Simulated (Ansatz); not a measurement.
# Where the states of Lu lie

```
Lu
1.0
     3.50449    0.00000    0.00000
    -1.75224    3.03498    0.00000
     0.00000    0.00000    5.46485
Lu
2
Direct
  0.33333 0.66667 0.25000
  0.66667 0.33333 0.75000
```

The cell was built from the hcp type and relaxed in the same program, and has space group P6_3/mmc; it needn't be a known or the stable phase.

No spin–orbit coupling, which matters for the heavy atoms here.

Level of theory: DFT, PBE, all-electron LAPW, scalar-relativistic (Ansatz 0.2.0).

Settings: a Γ-centred 12×12×6 k mesh, Fermi–Dirac smearing of 0.05 eV, basis error target 0.25 meV/atom, no spin polarisation.

States per eV and cell, averaged over 0.4 eV, from -5.8 to 2.8 eV, with energies (bin centres) from the Fermi level; empty bins are left out. The partial columns, the largest 5 alone, are projections on Löwdin-orthogonalised atomic shells (those that the program's projection atoms carry: the occupied ones and, for some elements, an empty d or f shell; other empty shells have no column), summed over atoms of an element. Weights on diffuse s and p shells depend on that basis and aren't pure angular character.

```csv
E (eV),total,Lu 4f,Lu 5d,Lu 6s,Lu 5p,Lu 5s
-5.7,0.11,0.00,0.00,0.11,0.00,0.00
-5.3,0.26,0.05,0.01,0.19,0.00,0.01
-4.9,70.13,69.75,0.09,0.27,0.01,0.01
-4.5,0.40,0.09,0.04,0.25,0.01,0.01
-4.1,0.43,0.01,0.08,0.32,0.01,0.01
-3.7,0.51,0.00,0.13,0.35,0.01,0.01
-3.3,0.62,0.00,0.21,0.38,0.01,0.01
-2.9,0.80,0.00,0.35,0.41,0.01,0.01
-2.5,1.21,0.00,0.69,0.47,0.02,0.01
-2.1,1.35,0.00,0.91,0.39,0.02,0.01
-1.7,1.33,0.00,0.99,0.29,0.02,0.01
-1.3,1.49,0.00,1.22,0.22,0.02,0.01
-0.9,1.37,0.00,1.21,0.11,0.02,0.00
-0.5,2.39,0.00,2.23,0.07,0.03,0.00
-0.1,3.60,0.01,3.20,0.14,0.05,0.00
0.3,2.44,0.01,2.13,0.11,0.03,0.01
0.7,1.45,0.00,1.28,0.05,0.01,0.00
1.1,2.15,0.00,1.86,0.08,0.01,0.00
1.5,4.13,0.01,3.55,0.21,0.02,0.01
1.9,3.03,0.00,2.76,0.16,0.01,0.01
2.3,3.08,0.00,2.86,0.09,0.01,0.00
2.7,2.47,0.00,2.35,0.04,0.00,0.00
```

(1) Which of the resolved shells contributes most within 0.3 eV of the Fermi level?

(2) Where is the centre of the filled Lu 4f states between -14 eV and the top of the filled states?

## Answers

(1) Lu 5d, with 88 % of all states there; Lu 6s follows with 4 %.

(2) -4.88 eV from the Fermi level.
